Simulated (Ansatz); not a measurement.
ScPd (CsCl type, Pm-3m) at seven volumes, r²SCAN in the plane-wave PAW code Ansatz, scaled uniformly. One row is withheld.

| V (Å³/atom) | P (GPa) |
|---|---|
| 16.281 | 14.04 |
| 16.817 | 8.58 |
| 17.354 | 3.94 |
| 17.891 | 0.00 |
| 18.427 | ? |
| 18.964 | -6.20 |
| 19.501 | -8.62 |

Task: Fit the shown pressures and predict the withheld one.

Result: Third-order Birch–Murnaghan: P = (3/2)B₀(x^(7/2) − x^(5/2))[1 + (3/4)(B′ − 4)(x − 1)] with x = (V₀/V)^(2/3). Least squares on the six rows gives V₀ = 17.891 Å³/atom, B₀ = 120.9 GPa, B′ = 4.41. At V = 18.427, x = 0.9805 and P = -3.34 GPa. The run itself gave -3.35 GPa.

The workflow started from an entry of the Crystallography Open Database (COD). Its standing as an ambient phase is unchecked. The r²SCAN relaxation kept the symmetry of its start; whether a distortion lowers the energy is not shown. The run is not spin-polarised.

Potentials: the later of the program's two PAW sets.
